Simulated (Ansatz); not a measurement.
LiNbO3 (LiNbO3 type, space group R3c)

```yaml
crystal:
  lattice:
    - [2.59493, 1.49819, 4.67214]
    - [-2.59493, 1.49819, 4.67214]
    - [0.00000, -2.99637, 4.67214]
  atoms:
    - { symbol: Li, position: [0.70264, 0.70264, 0.70264] }
    - { symbol: Li, position: [0.20264, 0.20264, 0.20264] }
    - { symbol: Nb, position: [0.98381, 0.98381, 0.98381] }
    - { symbol: Nb, position: [0.48381, 0.48381, 0.48381] }
    - { symbol: O, position: [0.62624, 0.87386, 0.26316] }
    - { symbol: O, position: [0.87386, 0.26316, 0.62624] }
    - { symbol: O, position: [0.26316, 0.62624, 0.87386] }
    - { symbol: O, position: [0.76316, 0.37386, 0.12624] }
    - { symbol: O, position: [0.37386, 0.12624, 0.76316] }
    - { symbol: O, position: [0.12624, 0.76316, 0.37386] }
```

A phonon eigenvector at Γ is frozen into this cell: atom i moves by Q times the vector below, so Q is the largest atomic displacement, in Å. The cell is held.

```json
[
 {"atom": "Li1", "x": "0.000", "y": "0.000", "z": "1.000"},
 {"atom": "Li2", "x": "0.000", "y": "0.000", "z": "-1.000"},
 {"atom": "Nb3", "x": "0.000", "y": "0.000", "z": "-0.223"},
 {"atom": "Nb4", "x": "0.000", "y": "0.000", "z": "0.223"},
 {"atom": "O5", "x": "-0.109", "y": "0.030", "z": "-0.073"},
 {"atom": "O6", "x": "0.080", "y": "0.079", "z": "-0.073"},
 {"atom": "O7", "x": "0.029", "y": "-0.109", "z": "-0.073"},
 {"atom": "O8", "x": "0.080", "y": "-0.079", "z": "0.073"},
 {"atom": "O9", "x": "-0.109", "y": "-0.030", "z": "0.073"},
 {"atom": "O10", "x": "0.029", "y": "0.109", "z": "0.073"}
]
```

All values below come from PBE (plane waves to 420 eV, PAW, scalar-relativistic; Ansatz, an electronic-structure program). k mesh 8×8×8 (Γ-centred), Fermi-Dirac smearing 0.05 eV. E stands for the smeared free energy. LiNbO3 is run without spin polarisation. LiNbO3 was relaxed with its symmetry unable to fall. The PAW data are Ansatz's earlier set. The zero of ΔE is the undisplaced structure.

Task: Predict the ΔE (eV/cell) at Q (Å) = -0.180, -0.150, -0.120, 0.090, 0.120, 0.150.

Result: 
```
Q (Å)   ΔE (eV/cell)
------  ------------
-0.180        0.0627
-0.150        0.0432
-0.120        0.0275
0.090         0.0154
0.120         0.0275
0.150         0.0432
```

(A displaced cell: forces are minus the slopes of the energy, force constants its curvatures, and phonons follow from these.)
